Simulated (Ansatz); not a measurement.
## Equation of state of Ir

Space group Fm-3m (No. 225). a = 3.854 Å, b = 3.854 Å, c = 3.854 Å, α = 90.00°, β = 90.00°, γ = 90.00°
| atom | site | symmetry | x | y | z |
| --- | --- | --- | --- | --- | --- |
| Ir | 4a | m-3m | 0.0000 | 0.0000 | 0.0000 |

The runs use the primitive cell with vectors (0.000, 1.927, 1.927), (1.927, 0.000, 1.927), (1.927, 1.927, 0.000) Å, to which the k mesh refers.

The structure is cubic, space group Fm-3m (No. 225). Conventional cell: a = 3.854 Å, b = 3.854 Å, c = 3.854 Å, α = 90.00°, β = 90.00°, γ = 90.00°. Around Ir (site symmetry m-3m) lie 12 Ir at 2.73 Å.

The cell is the one relaxed in the Materials Project (mp-101), not relaxed further here; entries there can be hypothetical.

Spin polarisation is left out, and whether a magnetic state lies lower isn't shown here.

Spin–orbit coupling is left out, though it moves levels of the heavy atoms by tenths of an eV or more.

All numbers are computed: DFT, PBE, all-electron LAPW, scalar-relativistic (Ansatz 0.2.0); DFT, PBE, PAW with Ansatz's default frozen-core files, scalar-relativistic (Ansatz 0.2.0).

For LAPW: a Γ-centred 18×18×18 k mesh, Fermi–Dirac smearing of 0.03 eV, basis error target 0.5 meV/atom, no spin polarisation. PAW takes a cutoff of 420 eV at this cell. The Ansatz runs share mesh, smearing and spin set-up. Plane-wave (PAW) pressures include the program's estimate of the Pulay term.

The cell above is scaled evenly, with fractional coordinates and shape held.

```
V/V(cell)  V (Å³/atom)  P, LAPW (GPa)  P, PAW (GPa)  free energy over the lowest listed, PAW (meV/atom)
   0.9405       13.459              ?             ?                                                   ?
   0.9700       13.881          16.76         16.84                                                28.3
   1.0000       14.310           4.57          4.63                                                 0.0
   1.0300       14.740          -5.61         -5.57                                                 1.7
   1.0600       15.169         -14.11        -14.07                                                28.3
```

Problem. Fill in the row V/V(cell) = 0.9405.

Solution. P, LAPW (GPa) = 31.07, P, PAW (GPa) = 31.18, free energy over the lowest listed, PAW (meV/atom) = 91.0.

Problem. What do Birch–Murnaghan fits to the pressures give?

Solution. LAPW: V0 = 14.49 Å³/atom, B0 = 348 GPa, B0′ = 5.1; PAW: V0 = 14.50 Å³/atom, B0 = 348 GPa, B0′ = 5.1.

PAW's V0 lies 0.02 % from the all-electron value and its B0 0.1 %. Symmetry fixes shape and coordinates here, so this is the relaxed modulus.
